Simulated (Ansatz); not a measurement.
MgH2 (rutile), scan of one atom of the cell

MgH2 (rutile)

```yaml
crystal:
  lattice:
    - [4.48439, 0.00000, 0.00000]
    - [0.00000, 4.48439, 0.00000]
    - [0.00000, 0.00000, 2.99668]
  atoms:
    - { symbol: Mg, position: [0.00000, 0.00000, 0.00000] }
    - { symbol: Mg, position: [0.50000, 0.50000, 0.50000] }
    - { symbol: H, position: [0.30469, 0.30469, 0.00000] }
    - { symbol: H, position: [0.80469, 0.19531, 0.50000] }
    - { symbol: H, position: [0.19531, 0.80469, 0.50000] }
    - { symbol: H, position: [0.69531, 0.69531, 0.00000] }
```

Scan: atom 5 (H, nearest neighbour Mg at 1.932 Å; its periodic images, 3.0 Å or more away, move with it) is displaced along Cartesian x, direction (1.000, 0.000, 0.000) in Cartesian axes, by s. The other atoms stay.

Calculation: r2SCAN (plane waves to 500 eV, PAW, scalar-relativistic; Ansatz, a quantum-chemistry and plane-wave program). k mesh 6×6×9 (Γ-centred), Fermi-Dirac smearing 0.05 eV. E stands for the smeared free energy. Stress and pressure are positive under compression. F∥ is the force on the atom along that direction. F⊥ is the part of the force across the line. MgH2 was relaxed with its symmetry unable to fall. The zero of ΔE is the undisplaced structure.

| s (Å) | ΔE (eV/cell) | P (GPa) | F∥ (eV/Å) | |F⊥| (eV/Å) |
|---|---|---|---|---|
| -0.580 | 0.528 | 1.72 | 1.576 | 1.059 |
| -0.464 | 0.356 | 1.28 | 1.381 | 0.897 |
| -0.348 | 0.210 | 0.84 | 1.125 | 0.708 |
| -0.232 | 0.097 | 0.45 | 0.806 | 0.497 |
| -0.116 | 0.025 | 0.16 | 0.429 | 0.263 |
| 0.000 | 0.000 | 0.00 | 0.001 | 0.001 |
| 0.116 | 0.027 | 0.01 | -0.470 | 0.304 |
| 0.232 | 0.110 | 0.21 | -0.972 | 0.667 |
| 0.348 | 0.253 | 0.62 | -1.490 | 1.111 |
| 0.464 | 0.456 | 1.23 | -2.003 | 1.653 |
| 0.580 | 0.716 | 2.02 | -2.482 | 2.302 |

What the scan shows:

- Energy at s = 0.580 Å = 716 meV/cell
- Force along the line at s = -0.580 Å = 1.58 eV/Å
- Symmetry of the curve = not even: the positive side lies higher at ±0.580 Å
- Shape of the curve = a single well with its minimum at or next to zero displacement
- Force constant k = d²E/ds² at s = 0 (finite differences) = 3.89 eV/Å²
- Harmonic estimate at the end of the scan = ½ks² = 654 meV/cell against the computed 716 meV/cell, so the well is stiffer than harmonic there

(A displaced cell: forces are minus the slopes of the energy, force constants its curvatures, and phonons follow from these.)
